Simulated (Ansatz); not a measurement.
## Debugging a calculation of W$_{3}$N$_{4}$

Someone meant to compute W$_{3}$N$_{4}$ with PBE, plane waves and PAW in Ansatz and wrote this input.

```yaml
crystal:
  lattice:
    - [4.122, 0.0, 0.0]
    - [0.0, 4.122, 0.0]
    - [0.0, 0.0, 4.122]
  atoms:
    - { symbol: W, position: [0.5, 0.5, 0.0] }
    - { symbol: W, position: [0.0, 0.5, 0.5] }
    - { symbol: W, position: [0.5, 0.0, 0.5] }
    - { symbol: "N", position: [0.5, 0.5, 0.5], spin: 2.0 }
    - { symbol: "N", position: [0.5, 0.0, 0.0] }
    - { symbol: "N", position: [0.0, 0.5, 0.0] }
    - { symbol: "N", position: [0.0, 0.0, 0.5] }
basis:
  ecutwfc: 420
kpoints:
  mp_grid: { grid: [10, 10, 10] }
hamiltonian:
  xc: pbe
scf:
  occupations: { method: gaussian, width: 0.1 }
output:
  forces: true
  stress: true
  eigenvalues: true
  populations: true
magnetization:
  spin_polarized: false
```

Command:

```bash
ansatz run input.yaml --threads 2 --pin off --max-ram 5120MiB --backend cpu --events-out ev --progress --plain --runs-dir out
```

The program printed:

```text
Error: inconsistent input (magnetization.spin_polarized): false but per-atom `spin:`, `per_species`, `initial_magnetization`, `magnetic_field`, or `spin_locking` is set
```

Task: Why did this happen?

Result: The fault is starting moments without spin polarisation. Moments need two spin channels. The cure is the moments removed, as this run is meant to be without spin (a magnetic crystal would need spin polarisation switched on instead).

The change to the input:

```diff
 crystal:
   atoms:
-    - { symbol: "N", position: [0.5, 0.5, 0.5], spin: 2.0 }
+    - { symbol: "N", position: [0.5, 0.5, 0.5] }
-magnetization:
-  spin_polarized: false
```

The mended run converges, with no gap, a pressure of 27.02 GPa.

Time of the mended run: 10 s on 2 threads of Arm Neoverse N1 (shared host), peak memory 0.4 GiB.